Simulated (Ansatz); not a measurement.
Consider the following.

CuI (zinc blende)

```
CELL_PARAMETERS angstrom
      0.00000     3.03967     3.03967
      3.03967     0.00000     3.03967
      3.03967     3.03967     0.00000
ATOMIC_POSITIONS crystal
  I  0.75000 0.75000 0.75000
  Cu 0.00000 0.00000 0.00000
```

Equation-of-state scan: isotropic scaling of the cell above, V₀ being its volume. Symmetry pins the atoms to their sites.

Method: PBE (plane waves to 420 eV, PAW, scalar-relativistic; Ansatz, a program for electronic structure). k mesh 9×9×9 (Γ-centred), Fermi-Dirac smearing 0.05 eV. Energies are smeared free energies. Stress and pressure are positive under compression. CuI is run without spin polarisation. CuI was relaxed with its symmetry unable to fall. Spin-orbit coupling is left out, though I is heavy. ΔE is measured from the relaxed starting cell.

The scan covers V/V₀ from 0.900 to 1.100 in 9 points.

Question: What is the fitted pressure derivative B₀′?

Answer: 5.2.

Question: What bulk modulus B₀ follows from a third-order Birch-Murnaghan fit?

Answer: 38.9 GPa.

(A scan under strain: stresses follow from slopes of the energy per volume, elastic moduli from its curvatures.)
